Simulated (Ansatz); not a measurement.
# Ga2C3N6: field gradients at two levels of theory

Cell: a computed structure from the Materials Project (it need not be an observed phase).

```cif
data_Ga2C3N6
_symmetry_space_group_name_H-M 'R-3c:H'
_symmetry_Int_Tables_number 167
_cell_length_a 5.6870
_cell_length_b 5.6870
_cell_length_c 28.0080
_cell_angle_alpha 90.000
_cell_angle_beta 90.000
_cell_angle_gamma 120.000
loop_
_atom_site_label
_atom_site_type_symbol
_atom_site_symmetry_multiplicity
_atom_site_Wyckoff_symbol
_atom_site_fract_x
_atom_site_fract_y
_atom_site_fract_z
Ga Ga 12 c 0.0000 0.0000 0.1637
C C 18 e 0.6667 0.0245 0.0833
N N 36 f 0.7247 0.0597 0.1260
```

One atom of each set is listed; the run and its k-mesh use a cell of 22 atoms with edges of 9.90, 9.90, 9.90 Å.

First run. Computed with Ansatz: DFT, PBE, plane waves and PAW, scalar-relativistic, 420 eV cutoff, Γ-centred 6×6×6 k-points, Fermi–Dirac smearing 0.02 eV.

```csv
site,V_zz (10²¹ V/m²),η
Ga,0.35,0.00
C,-3.45,0.28
N,-1.85,0.76
```

Second run. The same atoms and settings, except that the functional is r2SCAN and the cutoff is 500 eV.

Q: Given the first result, estimate the second.

A: 

```csv
site,V_zz,η,change of V_zz
Ga,0.25,0.00,-0.10
C,-3.97,0.26,-0.52
N,-1.93,0.91,-0.08
```

The largest change of V_zz is on C, from -3.45 to -3.97. In per cent, |V_zz| changes by +15 on C, +4 on N (all sites that start above 0.5). Where |V_zz| stays above 0.1, η moves most on N, from 0.76 to 0.91.

For the second run: At this cell the r2SCAN pressure is -5 GPa (principal stresses up to 9 GPa in size), so with r2SCAN the cell would shrink if it were relaxed. The entry's cell may itself be off. The largest force is 0.5 eV/Å, so the atoms aren't at the calculated equilibrium and relaxing them would move these values.
